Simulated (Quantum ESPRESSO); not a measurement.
W3AlIr2Cu2, input and log of a self-consistent run

Simulated, not a measurement. The program is pw.x of Quantum ESPRESSO 7.5 (plane-wave density functional theory). The cell is made up: eight metal atoms on a face-centred cubic lattice, with elements, volume, strain and displacements drawn at random and not relaxed, so it may be unstable or far from any real phase. PseudoDojo standard norm-conserving files set the functional (PBE unless stated); there is no spin polarisation or spin-orbit coupling, the Fermi-Dirac width of 0.25 eV means electrons at about 2900 K, and the masses in the input are unused placeholders. The copper pseudopotential is less sure than most, with forces differing by about three percent and pressure by about two GPa from a second method on plain copper. Heavy elements are run without spin-orbit coupling, which real alloys of them have. A spin test at this wide smearing found no moment, but such smearing suppresses magnetism that the real alloy may have.

Input:

```
&control calculation='scf', pseudo_dir='./dojo.nc.sr.pbe.v0_5.standard.upf', outdir='./o', disk_io='minimal', tprnfor=.true., tstress=.true. /
&system ibrav=0, nat=8, ntyp=4, nbnd=73, ecutwfc=92.02030273, nosym=.true., tot_charge=0,
 occupations='smearing', smearing='fd', degauss=0.0183746611
/
&electrons conv_thr=1.470e-08, electron_maxstep=70, mixing_beta=0.5 /
ATOMIC_SPECIES
Al 1.0 Al.upf
Cu 1.0 Cu.upf
Ir 1.0 Ir.upf
W 1.0 W.upf
CELL_PARAMETERS angstrom
0.0208 -1.8834 -1.9493
1.8855 3.7292 -1.9324
7.8266 -3.8536 3.9019
ATOMIC_POSITIONS angstrom
W 0.0003 0.0021 -0.0088
Al 3.9977 -1.9364 1.9508
Ir 3.8743 -0.0826 -0.0326
Cu 7.8574 -1.9493 1.9696
W 1.9613 -1.8582 -0.0213
Cu 5.8466 -3.8741 2.0074
W 1.9275 -0.0255 -1.8902
Ir 5.8227 -2.074 0.0591
K_POINTS automatic
9 5 3 1 1 1
```

The log is shortened where brackets say so; the opening notice, blank lines, dates and the lines on written files are dropped, and the path of the files is cut. It prints rydbergs, bohrs and kilobars, and counts compression as positive stress. Its total energy is the free energy E - TS of the whole cell.

```
     Program PWSCF v.7.5
     Parallel version (MPI & OpenMP), running on       4 processor cores
     Number of MPI processes:                 4
     Threads/MPI process:                     1
     [start-up lines left out]
     bravais-lattice index     =            0
     lattice parameter (alat)  =       5.1223  a.u.
     unit-cell volume          =     766.2494 (a.u.)^3
     number of atoms/cell      =            8
     number of atomic types    =            4
     number of electrons       =       117.00
     number of Kohn-Sham states=           73
     kinetic-energy cutoff     =      92.0203  Ry
     charge density cutoff     =     368.0812  Ry
     scf convergence threshold =      1.5E-08
     mixing beta               =       0.5000
     number of iterations used =            8  plain     mixing
     Exchange-correlation= PBE
                           (   1   4   3   4   0   0   0)
     [axes and pseudopotential details left out]
   Cartesian axes
     site n.     atom                  positions (alat units)
         1        W      tau(   1) = (   0.0001107   0.0007747  -0.0032465  )
         2        Al     tau(   2) = (   1.4748349  -0.7143783   0.7196908  )
         3        Ir     tau(   3) = (   1.4293100  -0.0304729  -0.0120268  )
         4        Cu     tau(   4) = (   2.8987587  -0.7191374   0.7266265  )
         5        W      tau(   5) = (   0.7235645  -0.6855287  -0.0078580  )
         6        Cu     tau(   6) = (   2.1569326  -1.4292363   0.7405717  )
         7        W      tau(   7) = (   0.7110949  -0.0094075  -0.6973342  )
         8        Ir     tau(   8) = (   2.1481154  -0.7651418   0.0218032  )
     number of k points=    68  Fermi-Dirac smearing, width (Ry)=  0.0184
                       cart. coord. in units 2pi/alat
        k(    1) = (   0.0883006  -0.0076646  -0.0689054), wk =   0.0296296
        k(    2) = (  -0.0853112   0.0501892  -0.1266558), wk =   0.0296296
     [further k points left out]
     Dense  grid:    91429 G-vectors     FFT dimensions: (  32,  54, 120)
     Estimated max dynamical RAM per process >     393.82 MB
     Estimated total dynamical RAM >       1.47 GB
     Initial potential from superposition of free atoms
     starting charge     116.9951, renormalised to     117.0000
     Starting wfcs are   74 randomized atomic wfcs
     total cpu time spent up to now is        5.6 secs
     per-process dynamical memory:   322.5 Mb
     Self-consistent Calculation
     iteration #  1     ecut=    92.02 Ry     beta= 0.50
     Davidson diagonalization with overlap
     ethr =  1.00E-02,  avg # of iterations =  5.0
     total cpu time spent up to now is       20.4 secs
     total energy              =   -1656.36376399 Ry
     estimated scf accuracy    <      32.04145438 Ry
     iteration #  2     ecut=    92.02 Ry     beta= 0.50
     Davidson diagonalization with overlap
     ethr =  1.00E-02,  avg # of iterations =  5.1
     total cpu time spent up to now is       41.0 secs
     total energy              =   -1651.78808205 Ry
     estimated scf accuracy    <     541.16968423 Ry
     iteration #  3     ecut=    92.02 Ry     beta= 0.50
     Davidson diagonalization with overlap
     ethr =  1.00E-02,  avg # of iterations =  7.0
     total cpu time spent up to now is       62.9 secs
     total energy              =   -1677.39821367 Ry
     estimated scf accuracy    <      24.71774420 Ry
     iteration #  4     ecut=    92.02 Ry     beta= 0.50
     Davidson diagonalization with overlap
     ethr =  1.00E-02,  avg # of iterations =  2.1
     total cpu time spent up to now is       75.3 secs
     total energy              =   -1679.22633475 Ry
     estimated scf accuracy    <      22.53803465 Ry
     iteration #  5     ecut=    92.02 Ry     beta= 0.50
     Davidson diagonalization with overlap
     ethr =  1.00E-02,  avg # of iterations =  1.0
     total cpu time spent up to now is       85.8 secs
     total energy              =   -1679.09479139 Ry
     estimated scf accuracy    <      15.63078634 Ry
     [iterations 6 to 15 left out]
     iteration # 16     ecut=    92.02 Ry     beta= 0.50
     Davidson diagonalization with overlap
     ethr =  1.27E-08,  avg # of iterations =  2.0
     total cpu time spent up to now is      219.8 secs
     total energy              =   -1678.79191932 Ry
     estimated scf accuracy    <       0.00000528 Ry
     iteration # 17     ecut=    92.02 Ry     beta= 0.50
     Davidson diagonalization with overlap
     ethr =  4.52E-09,  avg # of iterations =  1.2
     total cpu time spent up to now is      230.4 secs
     total energy              =   -1678.79191966 Ry
     estimated scf accuracy    <       0.00000490 Ry
     iteration # 18     ecut=    92.02 Ry     beta= 0.50
     Davidson diagonalization with overlap
     ethr =  4.19E-09,  avg # of iterations =  1.0
     total cpu time spent up to now is      240.7 secs
     total energy              =   -1678.79191992 Ry
     estimated scf accuracy    <       0.00000031 Ry
     iteration # 19     ecut=    92.02 Ry     beta= 0.50
     Davidson diagonalization with overlap
     ethr =  2.67E-10,  avg # of iterations =  2.0
     total cpu time spent up to now is      251.8 secs
     total energy              =   -1678.79191994 Ry
     estimated scf accuracy    <       0.00000014 Ry
     iteration # 20     ecut=    92.02 Ry     beta= 0.50
     Davidson diagonalization with overlap
     ethr =  1.21E-10,  avg # of iterations =  1.3
     total cpu time spent up to now is      262.5 secs
     End of self-consistent calculation
     [lines on levels left out]
!    total energy              =   -1678.79191995 Ry
     estimated scf accuracy    <       0.00000001 Ry
     smearing contrib. (-TS)   =      -0.09112832 Ry
     internal energy E=F+TS    =   -1678.70079163 Ry
     The total energy is F=E-TS. E is the sum of the following terms:
     one-electron contribution =    -745.19161398 Ry
     hartree contribution      =     443.71989051 Ry
     xc contribution           =    -282.71812228 Ry
     ewald contribution        =   -1094.51094588 Ry
     convergence has been achieved in  20 iterations
     Forces acting on atoms (cartesian axes, Ry/au):
     atom    1 type  4   force =    -0.07872645    0.00234255    0.00207525
     atom    2 type  1   force =    -0.00008078   -0.02364954    0.01621574
     atom    3 type  3   force =     0.04597463    0.02040324    0.01466733
     atom    4 type  2   force =    -0.04738179   -0.00346441   -0.00815167
     atom    5 type  4   force =     0.06870277   -0.03928417    0.02890489
     atom    6 type  2   force =     0.00765267    0.00050986    0.00014663
     atom    7 type  4   force =    -0.01346162    0.03061795   -0.05051610
     atom    8 type  3   force =     0.01732058    0.01252453   -0.00334206
     Total force =     0.152953     Total SCF correction =     0.000692
     Computing stress (Cartesian axis) and pressure
          total   stress  (Ry/bohr**3)                   (kbar)     P=      130.78
   0.00084909   0.00017370   0.00007437          124.91       25.55       10.94
   0.00017370   0.00092792   0.00014366           25.55      136.50       21.13
   0.00007437   0.00014366   0.00089007           10.94       21.13      130.93
     init_run     :      5.34s CPU      5.52s WALL (       1 calls)
     electrons    :    252.09s CPU    256.85s WALL (       1 calls)
     forces       :      2.36s CPU      2.37s WALL (       1 calls)
     stress       :      8.15s CPU      8.33s WALL (       1 calls)
     [timing details left out]
     PWSCF        :   4m28.05s CPU   4m33.23s WALL
     JOB DONE.
```

In other units: free energy -22841.128 eV for the cell, pressure 13.08 GPa, largest force component 2.024 eV/Å in size. The run took 275 s of wall time with four MPI processes on a shared machine (AMD EPYC, Zen 5, virtual cores), so the time is rough. A rerun of this cell at a higher cutoff and on a denser mesh moved values by no more than 0.006 eV in energy, 0.07 GPa in stress and 0.014 eV/Å in force, and a second program with other atomic files agreed on that cell to 2 % rms in force and 0.5 GPa in pressure.